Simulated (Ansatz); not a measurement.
In DFT-r²SCAN in the program Ansatz with PAW potentials, CaO in the zinc blende structure (F-43m) relaxes to a = 5.214 Å. Ca has 4 nearest neighbours from 2.26 Å (tetrahedral); O has 4 nearest neighbours from 2.26 Å (tetrahedral). Its formation energy from the elements is -284 kJ/mol-atom, with no fitted shifts.

The Kohn–Sham gap is 3.76 eV (indirect). The valence maximum lies at W and the conduction minimum at Γ. The screened hybrid HSE06 puts the gap at 4.73 eV. The electron mass is 0.43 mₑ (isotropic).

An equation-of-state fit gives a bulk modulus of 82.5 GPa. The relaxed-ion elastic constants in GPa are C11 = 92.6, C12 = 77.5, C44 = 38.0. The elastic constants imply a Debye temperature near 357 K. Bader charges are Ca +1.52, O -1.52 e.

The start of the workflow was typed in or built on a structure type; neither database checked (COD, Materials Project) lists it. It is not the phase usual at ambient conditions (space group No. 225). The cell was relaxed with r²SCAN under the symmetry of its start; its stability against distortions is not shown here. The references are the lowest solids computed at this level, not always the standard phases (solids in place of the gases).

Potentials: the earlier of the program's two PAW sets. The files were generated under PBE; for other functionals the program regenerates the frozen cores, and for LDA and PBEsol the local potential too.
